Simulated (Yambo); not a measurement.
Yambo run on CaSe (rock salt, space group Fm-3m, No. 225). The wavefunctions are PBE (stringent potentials; Quantum ESPRESSO, PseudoDojo norm-conserving, 104 Ry, no spin-orbit coupling) ones on a 4×4×4 mesh (17 occupied bands); a = b = c = 4.149 Å, α = β = γ = 60.00°.

Yambo input:

```
rim_cut
gw0
dyson
el_el_corr
HF_and_locXC
ppa
em1d
RandQpts= 1000000
RandGvec= 1 Ry
EXXRLvcs= 104 Ry
VXCRLvcs= 416 Ry
Chimod= "HARTREE"
% BndsRnXp
 10 | 232 |
%
NGsBlkXp= 15 Ry
% LongDrXp
 1.0 | 1.0 | 1.0 |
%
PPAPntXp= 27.2114 eV
% GbndRnge
 1 | 123 |
%
GTermKind= "BG"
DysSolver= "n"
ExtendOut
% QPkrange
 1 | 1 | 17 | 17 |
 7 | 7 | 17 | 18 |
%
```

k points by index: 1 = Γ, 7 = X.

Resulting energies as the program prints them:

```
#    K-point    Band    Eo [eV]    E [eV]    E-Eo [eV]    Vxc [eV]    Vnlxc [eV]    Sc|Eo [eV]    Sc|E [eV]    dSc/dw|Eo [eV]    Re(Z)    Im(Z)
#
    1    17    0.000000    -0.980407    -0.980407    -14.17726    -16.70056    1.301132    1.542899    -6.709631    0.802196    -0.001359
    7    17    -0.956480    -2.066627    -1.110147    -13.36656    -16.32653    1.569166    1.849824    -6.878586    0.798220    -0.001566
    7    18    1.973795    2.519589    0.545794    -10.12212    -5.507149    -3.948705    -4.069175    -6.004903    0.819216    -0.001282
```
(The two width columns are left out.) Convergence of these settings isn't established.

Geometry relaxed with PBEsol.
